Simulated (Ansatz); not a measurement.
# Structure relaxation, Si2Ni

The start is a generated trial cell of Si2Ni in the AFLOW prototype A2B_tP6_129_ac_c (C38, as in Cu2Sb). The cell and all atomic positions are relaxed at zero pressure with PBEsol (plane waves to 420 eV, PAW, scalar-relativistic; Ansatz, an electronic-structure program). The first steps use a coarse 7×7×4 k-mesh.

The start:
```
CELL_PARAMETERS angstrom
      3.59781     0.00000     0.00000
      0.00000     3.59781     0.00000
      0.00000     0.00000     5.48971
ATOMIC_POSITIONS crystal
  Si 0.00000 0.00000 0.00000
  Si 0.50000 0.50000 0.00000
  Si 0.50000 0.00000 0.27000
  Si 0.00000 0.50000 0.73000
  Ni 0.50000 0.00000 0.70000
  Ni 0.00000 0.50000 0.30000
```
Spin-polarised start, with parallel moments on Ni.

Question: What pressure does the first self-consistent step give?

Answer: +17 GPa (positive: the cell is compressed).

Question: Which atoms feel the largest initial force, and how large is it?

Answer: About 4.0 eV/Å, on Si3, Si4 (atoms numbered as listed).

Question: By how much does the energy per atom fall from start to end?

Answer: 0.45 eV/atom.

Question: How does the volume per atom move from start to end?

Answer: +5.9 %, from 11.84 to 12.54 Å³/atom.

Question: How do the shortest distances between atoms change?

Answer: The closest pairs of elements (up to four, under 3.6 Å), start → end: Ni–Si 2.36 → 2.29 Å; Si–Si 2.33 → 2.47 Å; Ni–Ni 3.36 → 3.50 Å.

Question: Is the relaxed structure metallic? Give its gap.

Answer: Zero (metallic).

Question: Give the final cell and atomic positions.

Answer: 
Space group P4/nmm, origin choice 1 (No. 129); a = 3.4974 Å, b = 3.4974 Å, c = 6.1516 Å, α = 90.00°, β = 90.00°, γ = 90.00°

| atom | site | symmetry | x | y | z |
|---|---|---|---|---|---|
| Si | 2a | -4m2 | 0.0000 | 0.0000 | 0.0000 |
| Si | 2c | 4mm | 0.5000 | 0.0000 | 0.3797 |
| Ni | 2c | 4mm | 0.0000 | 0.5000 | 0.2482 |

The space group stays P4/nmm (No. 129) (the run could not lower it), with 6 atoms in the primitive cell. Final values are on a 13×13×8 k-mesh of the relaxed cell. No spin polarisation in the result: the starting moments vanished. A magnetic state may lie lower.

The run could not lose the symmetry of its start, so the end can be a saddle point.

The relaxed structure here is a generated cell of Si2Ni: the first start was made by placing the elements on the sites of a structure type, and the end was not matched to a known phase here, so it may be hypothetical. Known forms of Si2Ni include space group No. 225.
